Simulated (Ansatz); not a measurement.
Cell and atoms are relaxed with the symmetry kept. Start:

```yaml
crystal:
  lattice:
    - [5.15000, 0.00000, 0.00000]
    - [-2.57500, 4.46003, 0.00000]
    - [0.00000, 0.00000, 9.56000]
  atoms:
    - { symbol: Ti, position: [0.33310, 0.99990, 0.11800] }
    - { symbol: Ti, position: [0.00010, 0.33320, 0.11800] }
    - { symbol: Ti, position: [0.66680, 0.66690, 0.11800] }
    - { symbol: Ti, position: [0.00010, 0.66690, 0.38200] }
    - { symbol: Ti, position: [0.66680, 0.99990, 0.38200] }
    - { symbol: Ti, position: [0.33310, 0.33320, 0.38200] }
    - { symbol: Ti, position: [0.66690, 0.00010, 0.88200] }
    - { symbol: Ti, position: [0.99990, 0.66680, 0.88200] }
    - { symbol: Ti, position: [0.33320, 0.33310, 0.88200] }
    - { symbol: Ti, position: [0.99990, 0.33310, 0.61800] }
    - { symbol: Ti, position: [0.33320, 0.00010, 0.61800] }
    - { symbol: Ti, position: [0.66690, 0.66680, 0.61800] }
    - { symbol: O, position: [0.66667, 0.33333, 0.25000] }
    - { symbol: O, position: [0.33333, 0.66667, 0.75000] }
    - { symbol: O, position: [0.00000, 0.00000, 0.25000] }
    - { symbol: O, position: [0.00000, 0.00000, 0.75000] }
```

Theory: Ansatz 0.2.0, DFT PBEsol, scalar-relativistic, plane waves, PAW.

Settings: cutoff 420 eV, Γ-centred mesh 12×12×4 on the computed 16-atom cell, Gaussian smearing of 0.10 eV; no spin polarisation.

Q: What does it relax to?

A: The volume falls by 0.53 Å³/atom to 13.19 Å³/atom, and the energy falls by 18.6 meV/atom. Final structure:
```cif
data_structure
_symmetry_space_group_name_H-M 'P-31c'
_symmetry_Int_Tables_number 163
_cell_length_a 5.0996
_cell_length_b 5.0996
_cell_length_c 9.3728
_cell_angle_alpha 90.000
_cell_angle_beta 90.000
_cell_angle_gamma 120.000
_cell_volume 211.09
loop_
_atom_site_label
_atom_site_type_symbol
_atom_site_symmetry_multiplicity
_atom_site_Wyckoff_symbol
_atom_site_fract_x
_atom_site_fract_y
_atom_site_fract_z
_atom_site_occupancy
Ti1 Ti 12 i 0.33385 0.00595 0.11848 1
O1 O 2 d 0.66667 0.33333 0.25000 1
O2 O 2 a 0.00000 0.00000 0.25000 1
```

Spin polarisation was left out, and a magnetic state may lie lower.

Cost: 1 run of about 11 core-minutes, on Oxide Virtual Turin-like Processor (Zen 5) (shared hosts).